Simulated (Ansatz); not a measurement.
Level of theory: DFT PBE, scalar-relativistic, plane waves, PAW in Ansatz. Plane waves to 420 eV, a 14×14×4 mesh through Γ for the 10-atom cell and 0.10 eV Gaussian smearing; no spin polarisation.

Formation energies are uncorrected and count from the elements' standard states at the same level.

**Question.** Propose a candidate for a tetragonal metal that holds Tl and 2 more elements, with a formation energy near −1.37 eV/atom and a density near 5.26 g/cm³, in a cell of 10 atoms.

**Answer.** Mg5TlO4, space group P4/mmm (No. 123). Around Mg on a site of symmetry 4mm lie 4 O at 2.32 Å, 5 Mg at 2.67–2.80 Å and 4 Tl at 3.19 Å; around Mg on a second site of symmetry 4mm lie 8 O at 2.37–2.46 Å and 6 Mg at 2.67–2.80 Å; Tl has 4 Tl at 2.80 Å and 8 Mg at 3.19 Å; around O on its first site lie 4 Mg at 2.32 Å, 4 Mg at 2.46 Å and 5 O at 2.76–2.80 Å; 2 more sites not described.

```yaml
crystal:
  lattice:
    - [2.80042, 0.00000, 0.00000]
    - [0.00000, 2.80042, 0.00000]
    - [0.00000, 0.00000, 15.68616]
  atoms:
    - { symbol: Mg, position: [0.50000, 0.50000, 0.15941] }
    - { symbol: Mg, position: [0.50000, 0.50000, 0.32964] }
    - { symbol: Mg, position: [0.50000, 0.50000, 0.50000] }
    - { symbol: Mg, position: [0.50000, 0.50000, 0.67036] }
    - { symbol: Mg, position: [0.50000, 0.50000, 0.84059] }
    - { symbol: Tl, position: [0.00000, 0.00000, 0.00000] }
    - { symbol: O, position: [0.00000, 0.00000, 0.23641] }
    - { symbol: O, position: [0.00000, 0.00000, 0.41217] }
    - { symbol: O, position: [0.00000, 0.00000, 0.58783] }
    - { symbol: O, position: [0.00000, 0.00000, 0.76359] }
```

| Property | Result |
| --- | --- |
| Volume per atom | 12.30 Å³ |
| Density | 5.26 g/cm³ |
| Formation energy | −1.37 eV/atom |
| Gap on the 14×14×4 mesh of the 10-atom cell | 0 eV (a metal) |

It was reached by relaxing an invented guess, and it needn't be the stable form of this composition. Other answers may fit too; this one was computed.

These runs have no spin–orbit coupling, which can matter for Tl. An odd number of electrons in the primitive cell allows no gap without spin; a larger cell or a magnetic state could open one. A structure relaxed within its symmetry needn't be a true minimum.
